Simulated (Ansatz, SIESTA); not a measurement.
Given: the input of a run of SIESTA 5.4.2 on CsLiCr2Te2S3. Atoms were shifted at random by some hundredths of an Å from the given cell, which wasn't relaxed again for these runs. The cell comes from a database or a generator and needn't be the stable form of this composition.

File CsLiCr2Te2S3.fdf:

```
SystemName                      CsLiCr2Te2S3
SystemLabel                     CsLiCr2Te2S3
NumberOfSpecies                 5
NumberOfAtoms                   9
%block ChemicalSpeciesLabel
  1  55 Cs
  2   3 Li
  3  24 Cr
  4  52 Te
  5  16 S
%endblock ChemicalSpeciesLabel

LatticeConstant                 1.0 Ang
%block LatticeVectors
     3.4216200000    -5.1806900000     0.0078400000
     3.4216200000     5.1806900000     0.0078400000
    -2.9041100000     0.0000000000     7.4309300000
%endblock LatticeVectors
AtomicCoordinatesFormat         Fractional
%block AtomicCoordinatesAndAtomicSpecies
     0.0853380000     0.0862210000     0.0051640000  1  Cs
     0.5839220000     0.5858820000     0.5585590000  2  Li
     0.0636530000     0.4723630000     0.5622920000  3  Cr
     0.4696150000     0.0589730000     0.5565960000  3  Cr
     0.5627070000     0.8667330000     0.2845050000  4  Te
     0.8733070000     0.5635280000     0.2953300000  4  Te
     0.8115810000     0.3888590000     0.7298580000  5  S
     0.3964890000     0.8169270000     0.7336650000  5  S
     0.2064220000     0.2110570000     0.4826190000  5  S
%endblock AtomicCoordinatesAndAtomicSpecies

%block kgrid.MonkhorstPack
    5   0   0  0.0
    0   5   0  0.0
    0   0   4  0.0
%endblock kgrid.MonkhorstPack
XC.Functional                   GGA
XC.Authors                      PBE
PAO.BasisSize                   DZP
PAO.EnergyShift                 0.003 Ry
Mesh.Cutoff                     800 Ry
Spin                            polarized
%block DM.InitSpin
    1   0.000
    2   0.000
    3   3.000
    4   3.000
    5   0.000
    6   0.000
    7   0.000
    8   0.000
    9   0.000
%endblock DM.InitSpin
OccupationFunction              FD
ElectronicTemperature           0.05 eV
MaxSCFIterations                200
SCF.MustConverge                false
SCF.Mixer.Method                Pulay
SCF.Mixer.Weight                0.1
SCF.Mixer.History               10
SCF.DM.Tolerance                5.0e-05
SCF.H.Tolerance                 1.0e-03 eV
WriteForces                     true
Charge.Mulliken                 end
%block PAO.PolarizationScheme
  Li non-perturbative
%endblock PAO.PolarizationScheme
%block PAO.Basis
  Cs 5
  n=5 0 2
    4.696 0.000
  n=6 0 2
    9.500 0.000
  n=5 1 2
    5.738 0.000
  n=6 1 1
    9.500
  n=5 2 1
    7.000
  Li 3
  n=1 0 2
    2.782 0.000
  n=2 0 2
    9.500 0.000
  n=2 1 1
    9.500
  Cr 5
  n=3 0 2
    2.885 0.000
  n=4 0 2
    8.703 0.000
  n=3 1 2
    3.267 0.000
  n=4 1 1
    8.703
  n=3 2 2
    6.381 0.000
  Te 4
  n=5 0 2
    5.635 0.000
  n=5 1 2
    7.297 0.000
  n=4 2 2
    3.260 0.000
  n=5 2 1
    7.297
%endblock PAO.Basis
Diag.ParallelOverK              true
```

Potentials or basis: PseudoDojo 0.4 standard (PBE files), converted to PSML, two zetas on semicore shells, DZP (energy shift 0.003 Ry; two zetas on semicore shells; d shell added on Cs).

Run with:

```bash
$ mpirun -n 4 siesta CsLiCr2Te2S3.fdf > CsLiCr2Te2S3.out 2>&1
```

**Question.** What does the same run look like in Ansatz 0.2.0? Potentials or basis there: Ansatz PAW, cutoff 420 eV.

**Answer.** As run (cutoffs and basis follow the program's own potentials, and thresholds, step limits or extra output files can differ):

Contents of input.yaml:

```yaml
crystal:
  lattice:
    - [3.42162, -5.18069, 0.00784]
    - [3.42162, 5.18069, 0.00784]
    - [-2.90411, 0.0, 7.43093]
  atoms:
    - { symbol: Cs, position: [0.085338, 0.086221, 0.005164] }
    - { symbol: Li, position: [0.583922, 0.585882, 0.558559] }
    - { symbol: Cr, position: [0.063653, 0.472363, 0.562292], spin: 3.0 }
    - { symbol: Cr, position: [0.469615, 0.058973, 0.556596], spin: 3.0 }
    - { symbol: Te, position: [0.562707, 0.866733, 0.284505] }
    - { symbol: Te, position: [0.873307, 0.563528, 0.29533] }
    - { symbol: S, position: [0.811581, 0.388859, 0.729858] }
    - { symbol: S, position: [0.396489, 0.816927, 0.733665] }
    - { symbol: S, position: [0.206422, 0.211057, 0.482619] }
hamiltonian:
  xc: pbe
  pseudopotentials: { kind: paw }
magnetization:
  spin_polarized: true
kpoints:
  mp_grid: { grid: [5, 5, 4] }
scf:
  occupations: { method: fermi_dirac, width: 0.05 }
output:
  forces: true
  stress: true
  eigenvalues: true
```

Potentials or basis: Ansatz PAW.

Launch:

```console
$ ansatz run input.yaml --threads 8 --pin off --max-ram 20480MiB --backend cpu --events-out ev --progress --plain --runs-dir out
```

Both were run:

|  | SIESTA | Ansatz |
| --- | --- | --- |
| Pressure | 0.7 GPa | 0.3 GPa |
| Net moment | 4.04 μB per cell | 4.02 μB per cell |
| Energy over the undisturbed cell | 3.4 meV/atom | 3.3 meV/atom |

Ansatz's pressure holds a Pulay term of +0.02 GPa for its cutoff of 420 eV, which the other run lacks.

Where Ansatz's input types no cutoff or centring, it takes its own default and a Γ-centred mesh.

The magnetic state is the one that the start led to; the real crystal's order can differ.

Pressure is positive in compression.
